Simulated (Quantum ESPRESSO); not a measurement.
# TiO$_{2}$: field gradients at the nuclei

```
CELL_PARAMETERS angstrom
     -1.89127     1.89127     4.80751
      1.89127    -1.89127     4.80751
      1.89127     1.89127    -4.80751
ATOMIC_POSITIONS crystal
  Ti 0.00000 0.00000 0.00000
  Ti 0.75000 0.25000 0.50000
  O  0.95715 0.45715 0.50000
  O  0.20715 0.20715 0.00000
  O  0.79285 0.79285 0.00000
  O  0.54285 0.04285 0.50000
```
The geometry is a computed Materials Project entry, not a measured one. It is TiO2 in I4₁/amd. Stability against distortions was not tested. The run has no spin polarisation.

Principal values are ordered |Vxx| ≤ |Vyy| ≤ |Vzz|, η = (Vxx − Vyy)/Vzz, and C_Q = eQVzz/h is given by its size. Cores are frozen. Against all-electron runs on small test molecules, this scheme's |Vzz| missed by −2 to +6 % on O. Ti had no test against all-electron runs. The structure is static (0 K, no zero-point motion).

Quadrupole moments taken as inputs (sizes, barn, from the tables of PySCF and pymatgen): ⁴⁷Ti 0.302, ¹⁷O 0.0256.

**Question.** What do the calculations give at each independent site (field gradients by PBE PAW (JTH datasets; density from pw.x of a modified build of Quantum ESPRESSO, gradients reconstructed from it by a script), 22.5 Ha, k-mesh 8×8×8 through Γ)?

**Answer.** 
| site | site symmetry | Vzz (10²¹ V/m²) | η_Q | ∣C_Q∣ (MHz) |
|---|---|---|---|---|
| Ti (atoms 1, 2) | -4m2 | 1.27 | 0.00 | 9.30 (⁴⁷Ti) |
| O (atoms 3, 4, 5, 6) | 2mm | 1.74 | 0.37 | 1.08 (¹⁷O) |
